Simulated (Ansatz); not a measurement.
Ru₂C in space group P-3m1 (No. 164; C on 1a, Ru on 2d) under volume change, PBEsol (plane waves, PAW; program Ansatz), shape and atoms relaxed at each volume.

```
V (Å³/atom)  E − E(relaxed) (meV/atom)  P (GPa)
-----------  -------------------------  -------
10.008                           102.3    36.55
10.338                            42.5    22.03
10.668                             9.9     9.95
10.997                             0.0    -0.01
11.327                               ?        ?
11.657                               ?        ?
11.987                            68.7   -19.94
```

Task: Some entries are withheld; supply them.

Result: 
- 11.327, E − E(relaxed) (meV/atom): 8.8
- 11.327, P (GPa): -8.23
- 11.657, E − E(relaxed) (meV/atom): 32.7
- 11.657, P (GPa): -14.80

Task: What does a third-order Birch–Murnaghan fit give for V₀, B₀ and B′?

Result: V₀ = 11.00 Å³/atom, B₀ = 298 GPa, B′ = 5.7.

The cell is a constructed one: a structure type filled with these elements; neither database checked (COD, Materials Project) lists it. Its standing as an ambient phase is unchecked. The cell was relaxed with PBEsol under the symmetry of its start; of distortions, only those at the zone centre were tested. The run is not spin-polarised.

Potentials: the earlier of the program's two PAW sets.
